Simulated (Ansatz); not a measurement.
Here is the system:

Starting cell, TiSi$_{2}$ (C54 type, space group Fddd):

```xyz
6
Lattice="0.0000 4.1148 4.2603 2.3896 0.0000 4.2603 2.3896 4.1148 0.0000" Properties=species:S:1:pos:R:3 pbc="T T T"
Si     2.3896     5.4523     4.2603
Si     2.3896     2.7772     4.2603
Si     3.5844     4.8346     6.3904
Si     3.5844     7.5097     6.3904
Ti     0.0000     0.0000     0.0000
Ti     1.1948     2.0574     2.1301
```

In this cell atom 1 (Si, nearest neighbour Si at 2.519 Å; its periodic images, 4.8 Å or more away, move with it) is moved by s along Cartesian z, unit vector (0.000, 0.000, 1.000); all other atoms and the cell stay fixed.

Level of theory: r2SCAN (plane waves to 500 eV, PAW, scalar-relativistic; Ansatz, an electronic-structure program). k mesh 10×10×10 (Γ-centred), Fermi-Dirac smearing 0.05 eV. E stands for the smeared free energy. Left out: 2 of 11 points, with atoms too close for the PAW data. With partly filled bands, energies and forces of such displacements shift with the k mesh and the smearing. TiSi2 is run without spin polarisation. TiSi2 was relaxed with its symmetry unable to fall. The zero of ΔE is the undisplaced structure.

The scan covers s from -0.608 to 0.608 Å in 9 points.

Question: Is this a single well or a double well?

Answer: A single well with its minimum at or next to zero displacement.

Question: Is the energy the same for equal positive and negative displacements?

Answer: Even: the same for both signs. With its periodic images moving along, the atom's site symmetry in this cell is 2.

Question: What force acts on the atom along the line at s = -0.608 Å?

Answer: 10.2 eV/Å.

Question: What is the energy change at s = 0.608 Å?

Answer: 2586 meV/cell.

Question: What is the force constant k = d²E/ds² of this move at s = 0?

Answer: 11.0 eV/Å².

(A displaced cell: forces are minus the slopes of the energy, force constants its curvatures, and phonons follow from these.)
